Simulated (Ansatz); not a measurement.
Molecular dynamics on a 2×2×2 supercell (16 atoms) of BBi (rocksalt), relaxed with r2SCAN. Forces come from r2SCAN in Ansatz 0.2.0: a Nosé-Hoover thermostat at fixed volume, 800 K, steps of 1.5 fs. Computed, non-magnetic; the trajectory is short and the cell small, so nothing here is a converged average. The structure comes from a prototype and may be hypothetical.

```yaml
crystal:
  lattice:
    - [0.0, 5.2536658547, 5.2536658547]
    - [5.2536658547, 0.0, 5.2536658547]
    - [5.2536658547, 5.2536658547, 0.0]
  atoms:
    - { symbol: B, position: [0.0, 0.0, 0.0] }
    - { symbol: Bi, position: [0.25, 0.25, 0.25] }
    - { symbol: B, position: [0.0, 0.0, 0.5] }
    - { symbol: Bi, position: [0.25, 0.25, 0.75] }
    - { symbol: B, position: [0.0, 0.5, 0.0] }
    - { symbol: Bi, position: [0.25, 0.75, 0.25] }
    - { symbol: B, position: [0.0, 0.5, 0.5] }
    - { symbol: Bi, position: [0.25, 0.75, 0.75] }
    - { symbol: B, position: [0.5, 0.0, 0.0] }
    - { symbol: Bi, position: [0.75, 0.25, 0.25] }
    - { symbol: B, position: [0.5, 0.0, 0.5] }
    - { symbol: Bi, position: [0.75, 0.25, 0.75] }
    - { symbol: B, position: [0.5, 0.5, 0.0] }
    - { symbol: Bi, position: [0.75, 0.75, 0.25] }
    - { symbol: B, position: [0.5, 0.5, 0.5] }
    - { symbol: Bi, position: [0.75, 0.75, 0.75] }
kpoints:
  mp_grid: { grid: [2, 2, 2] }
hamiltonian:
  xc: r2scan
scf:
  occupations: { method: fermi_dirac, width: 0.069 }
md:
  ensemble: nvt_nose_hoover
  temperature: 800
  timestep: 1.5
  n_steps: 20
  initial_velocities: maxwell_boltzmann
  seed: 5776
```

Run as `ansatz run input.yaml --threads 4 --pin off --max-ram 3686MiB --backend cpu --events-out ev --progress --plain --runs-dir out`.

```
step  t (fs)  T (K)  free energy F from step 0 (meV/atom)  kinetic energy (meV/atom)  largest force (eV/Å)
   0       0    800                                   0.0                       96.9                  0.00
   1     1.5    799                                   0.2                       96.8                  0.09
   2       3    794                                   0.7                       96.3                  0.17
   3     4.5    787                                   1.6                       95.3                  0.25
   4       6    775                                   3.0                       93.9                  0.33
   5     7.5    758                                   5.0                       91.9                  0.40
   6       9    737                                   7.6                       89.4                  0.49
   7    10.5    711                                  10.7                       86.2                  0.61
   8      12    681                                  14.4                       82.5                  0.74
   9    13.5    646                                  18.6                       78.3                  0.88
  10      15    609                                  23.3                       73.7                  1.02
  11    16.5    568                                  28.1                       68.9                  1.16
  12      18    527                                  33.2                       63.9                  1.29
  13    19.5    486                                  38.2                       58.9                  1.41
  14      21    447                                  43.0                       54.2                  1.52
  15    22.5    412                                  47.4                       49.9                  1.60
  16      24    381                                  51.1                       46.2                  1.65
  17    25.5    357                                  54.2                       43.3                  1.67
  18      27    340                                  56.3                       41.2                  1.66
  19    28.5    330                                  57.6                       40.0                  1.62
  20      30    328                                  57.9                       39.8                  1.55
```

The temperature goes from 800 K to 328 K in 30 fs. The thermostat hasn't had time to restore it. The atoms start on their lattice sites with kinetic energy alone, so much of it first passes into potential energy. By the last step the atoms have moved 0.23 Å in the root mean square, the drift of the whole cell taken out, 0.42 Å at most.

Positions (Å) and forces (eV/Å) at step 20:
```
B    0.015   0.182   0.161    -0.188  -0.384  -0.073
Bi   2.667   2.617   2.568    -0.262  -0.046  -0.194
B    2.669   2.342   0.123    -0.109   1.035  -0.232
Bi   5.217   5.263   2.618     0.157  -0.165  -1.224
B    2.886  -0.083   2.760    -0.356   0.275  -0.395
Bi   5.212   2.656   5.262     0.269  -0.102  -0.399
B    5.534   2.669   2.464    -1.091   0.037   0.429
Bi   7.852   5.174   5.215    -0.046   0.586  -0.007
B    0.020   2.539   2.570    -0.135   0.166   0.324
Bi   2.649   5.246   5.307    -0.189  -0.647  -0.294
B    2.265   5.390   2.461     1.331  -0.428   0.359
Bi   5.271   7.884   5.259     0.436  -0.134  -0.618
B    2.695   2.516   4.967    -0.251  -0.047   0.684
Bi   5.259   5.373   7.901    -0.699  -0.010   0.144
B    5.176   5.419   4.863     0.161  -0.177   1.532
Bi   7.889   7.819   7.932     0.971   0.039  -0.035
```

Overlapping bands make a metal at that level, for which these meshes are coarse; small forces, stresses and energy differences are uncertain. A small overlap in a semilocal functional can be an artefact that a hybrid or GW lifts.
